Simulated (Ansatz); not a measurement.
Method: DFT PBE, scalar-relativistic, plane waves, PAW in Ansatz 0.2.0. Settings: cutoff 420 eV, Γ-centred meshes spaced at most about 0.3 Å⁻¹, and about 0.25 Å⁻¹ or finer for metals (2π included), Gaussian smearing. No spin polarisation in the final relaxations.

These are static total energies at zero pressure. Lower structures may exist.

Task: Order these relaxed structures of CuSn3 by energy, lowest first, with the energy over the lowest of them.
A.

```
Cu Sn
1.0
     5.19506    0.00000    0.00000
    -2.59753    4.49905    0.00000
     0.00000    0.00000    4.98695
Cu Sn
1 3
Cartesian
  0.0000 0.0000 2.4935
  0.0000 2.9994 2.4935
  2.5975 1.4997 2.4935
  0.0000 0.0000 0.0000
```

B.

```
Cu Sn
1.0
     8.56344    0.00000    0.00000
    -4.28172    7.41615    0.00000
     0.00000    0.00000    3.28749
Cu Sn
2 6
Direct
  0.66667 0.33333 0.25000
  0.33333 0.66667 0.75000
  0.37122 0.18561 0.75000
  0.81439 0.18561 0.75000
  0.81439 0.62878 0.75000
  0.62878 0.81439 0.25000
  0.18561 0.81439 0.25000
  0.18561 0.37122 0.25000
```

C.

```
Cu Sn
1.0
    -2.31349    2.31349    4.46734
     2.31349   -2.31349    4.46734
     2.31349    2.31349   -4.46734
Cu Sn
1 3
Direct
  0.00000 0.00000 0.00000
  0.75000 0.25000 0.50000
  0.25000 0.75000 0.50000
  0.50000 0.50000 0.00000
```

D.

```
Cu Sn
1.0
     0.00000    3.63317    3.63317
     3.63317    0.00000    3.63317
     3.63317    3.63317    0.00000
Cu Sn
1 3
Cartesian
  0.0000 0.0000 0.0000
  3.6332 3.6332 3.6332
  1.8166 1.8166 1.8166
  5.4498 5.4498 5.4498
```

Result: B (0 meV/atom), C (95 meV/atom), D (126 meV/atom), A (233 meV/atom). Forms: B P6_3/mmc; C TiAl3 (D0_22) type, I4/mmm; D BiF3 (D0_3) type, Fm-3m; A P6/mmm. Counting all near atoms (those within 1.25 times the shortest distance at each site; a plus sign parts nearer from farther groups; a slash parts the counts of unlike sites): B has Cu 6+2, Sn 2+6; C has Cu 12, Sn 12; D has Cu 8+6, Sn 8+6; A has Cu 2+6, Sn 2/6. Even the lowest lies +0.14 eV/atom against the elements.

The P6_3/mmc cell at 26.1 Å³/atom was relaxed from a Materials Project cell. The I4/mmm cell at 23.9 Å³/atom was relaxed from a Materials Project cell. Cells relaxed within their symmetry can be saddle points. Some candidate types were left out of the draw beforehand, so a known form may be missing.
